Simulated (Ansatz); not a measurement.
GaPd3N:
```
CELL_PARAMETERS angstrom
      4.08506     0.00000     0.00000
      0.00000     4.08506     0.00000
      0.00000     0.00000     4.08506
ATOMIC_POSITIONS crystal
  Ga 0.00000 0.00000 0.00000
  Pd 0.00000 0.50000 0.50000
  Pd 0.50000 0.00000 0.50000
  Pd 0.50000 0.50000 0.00000
  N  0.50000 0.50000 0.50000
```

Relaxed with PBEsol. Special points in fractions of this cell's reciprocal vectors: Γ (0.000, 0.000, 0.000); X (0.000, 0.500, 0.000); M (0.500, 0.500, 0.000); R (0.500, 0.500, 0.500).

List the band energies nearest the Fermi level at these points for DFT-PBEsol with spin–orbit coupling in the program Ansatz with PAW potentials.

In eV from the Fermi level; about four levels below and three above (degenerate sets whole), none deeper than 8.9 eV; points with the same levels are listed once.

| k | below | above |
|---|---|---|
| Γ | -1.14 -1.14 -1.14 -1.14 | 0.70 0.70 1.11 1.11 |
| X | -1.20 -1.20 -1.06 -1.06 | 0.84 0.84 1.17 1.17 |
| M | -0.47 -0.47 -0.28 -0.28 | 2.57 2.57 3.64 3.64 |
| R | -1.31 -1.31 -1.31 -1.31 | 0.10 0.10 1.19 1.19 1.19 1.19 |

Space group Pm-3m (anti-perovskite). The start of the workflow was typed in or built on a structure type; neither database checked (COD, Materials Project) lists it. Whether it is the stable phase at ambient conditions was not checked. The cell was relaxed with PBEsol under the symmetry of its start. At this level the phase is dynamically unstable (imaginary phonons). No spin polarisation was allowed.

Potentials: the earlier of the program's two PAW sets. The files were generated under PBE; for other functionals the program regenerates the frozen cores, and for LDA and PBEsol the local potential too.
